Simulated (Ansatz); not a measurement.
## CuHCSO₅ — field gradients at the nuclei

The cell is a COD entry, ions relaxed with PBE at fixed cell.

Space group P2_1/c (No. 14); a = 8.5900, b = 4.8980, c = 12.0274 Å, β = 95.19°.

```
site  Wyckoff  site symmetry       x       y       z
  Cu       4e              1  0.2394  0.2457  0.0348
   H       4e              1  0.8941  0.1241  0.2932
   C       4e              1  0.3995  0.0996  0.1172
   S       4e              1  0.8841  0.2455  0.1211
 O17       4e              1  0.0417  0.3741  0.1222
 O21       4e              1  0.8350  0.2639  0.2438
 O25       4e              1  0.7614  0.3976  0.0544
 O29       4e              1  0.5003  0.9897  0.1673
 O33       4e              1  0.8909  0.9544  0.0913
```

One atom of each set is listed.

Level of theory: DFT, PBE, plane waves and PAW, scalar-relativistic, 420 eV cutoff, Γ-centred 3×5×2 k-points, Fermi–Dirac smearing 0.02 eV (Ansatz 0.2.0).

Conventions: |V_zz| ≥ |V_yy| ≥ |V_xx|, η = (V_xx − V_yy)/V_zz, C_Q = eQV_zz/h.

⁶⁵Cu: I = 3/2, Q = -204.0 mb; H-2: I = 1, Q = 2.858 mb; ³³S: I = 3/2, Q = -69.40 mb; ¹⁷O: I = 5/2, Q = -25.58 mb. Nuclear quadrupole moments: year-2017 set (Pyykkö).

| site | atoms | first shell | V_xx, V_yy, V_zz (10²¹ V/m²) | η | C_Q (MHz) |
| --- | --- | --- | --- | --- | --- |
| Cu | 4 | 1 C at 1.77 Å, 3 O at 2.05–2.17 Å; also 2 O at 2.91–3.33 Å | 0.18, 1.84, -2.02 | 0.82 | 9.96 |
| H | 4 | 1 O at 1.01 Å; also 1 O at 1.65 Å | -1.08, -1.54, 2.62 | 0.18 | 0.181 |
| C | 4 | 1 O at 1.14 Å, 1 Cu at 1.77 Å, angle 176° | 3.30, 3.46, -6.76 | 0.02 | – |
| S | 4 | 4 O at 1.47–1.57 Å | -1.05, -2.31, 3.36 | 0.38 | -5.63 |
| O17 | 4 | 1 S at 1.49 Å, 1 Cu at 2.17 Å; also 1 H at 1.65 Å | -5.01, -9.09, 14.09 | 0.29 | -8.72 |
| O21 | 4 | 1 H at 1.01 Å, 1 S at 1.57 Å, angle 110° | -0.72, -14.23, 14.94 | 0.90 | -9.24 |
| O25 | 4 | 1 S at 1.47 Å, 1 Cu at 2.05 Å, angle 133°; also 1 Cu at 3.33 Å | -6.50, -7.56, 14.06 | 0.08 | -8.70 |
| O29 | 4 | 1 C at 1.14 Å; also 1 Cu at 2.91 Å | 1.54, 2.03, -3.57 | 0.14 | 2.21 |
| O33 | 4 | 1 S at 1.47 Å, 1 Cu at 2.05 Å, angle 128° | -5.41, -8.37, 13.78 | 0.21 | -8.52 |

At O17, O25 and O33 V_zz points along the shorter of its two bonds, to S (within 6°) in each case. At H V_zz points along its bond to O (within 1°). At C V_zz points along the shorter of its two bonds, to O (within 1°).

C has no stable isotope with a ground-state quadrupole moment in the table, so no C_Q is given.

The entry's hydrogen positions were far off; the other atoms hardly move on relaxation.
